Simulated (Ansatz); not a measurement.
BN (zinc blende)

```
CELL_PARAMETERS angstrom
      0.00000     3.62472     3.62472
      1.81236     0.00000     1.81236
      1.81236     1.81236     0.00000
ATOMIC_POSITIONS crystal
  N  0.37500 0.75000 0.75000
  N  0.87500 0.75000 0.75000
  B  0.00000 0.00000 0.00000
  B  0.50000 0.00000 0.00000
```

The atoms are displaced by Q × the pattern below (from a DFPT mode at L = (0.5, 0.0, 0.0), largest move 1; Q in Å), at fixed cell. (q is in reciprocal vectors of the primitive cell; the cell shown is doubled to hold the pattern.)

| atom | x | y | z |
|---|---|---|---|
| N1 | -0.577 | 0.577 | 0.577 |
| N2 | 0.577 | -0.577 | -0.577 |
| B3 | 0.332 | -0.332 | -0.332 |
| B4 | -0.332 | 0.332 | 0.332 |

Method: PBE (plane waves to 420 eV, PAW, scalar-relativistic; Ansatz, a first-principles code). k mesh 8×16×16 (Γ-centred), Fermi-Dirac smearing 0.05 eV. The energy includes the smearing's −TS. Left out: 2 of 13 points, with atoms too close for the PAW data. BN was relaxed with its symmetry unable to fall. The zero of ΔE is the undisplaced structure.

| Q (Å) | ΔE (meV/cell) |
|---|---|
| -0.2333 | withheld |
| -0.1867 | 2371 |
| -0.1400 | 1251 |
| -0.0933 | 531 |
| -0.0467 | 129 |
| 0.0000 | 0 |
| 0.0467 | 129 |
| 0.0933 | 531 |
| 0.1400 | 1251 |
| 0.1867 | 2371 |
| 0.2333 | withheld |

Q: Fit an even polynomial form (powers 2, 4) to the given rows and predict ΔE at Q = -0.2333.

A: Least squares on the 9 given rows: ΔE = (58530)·Q² + (272300)·Q⁴, in meV/cell with Q in Å; root-mean-square residual 0.6 meV/cell. At -0.2333 the fit gives 3992 meV/cell; the calculation gives 4017 meV/cell, so the extrapolation is off by -25 (-0.6 %). The quadratic term alone would give 3186 meV/cell.

(For displaced atoms, the force is minus the slope of the energy, and its curvature is a force constant, which sets phonon frequencies.)
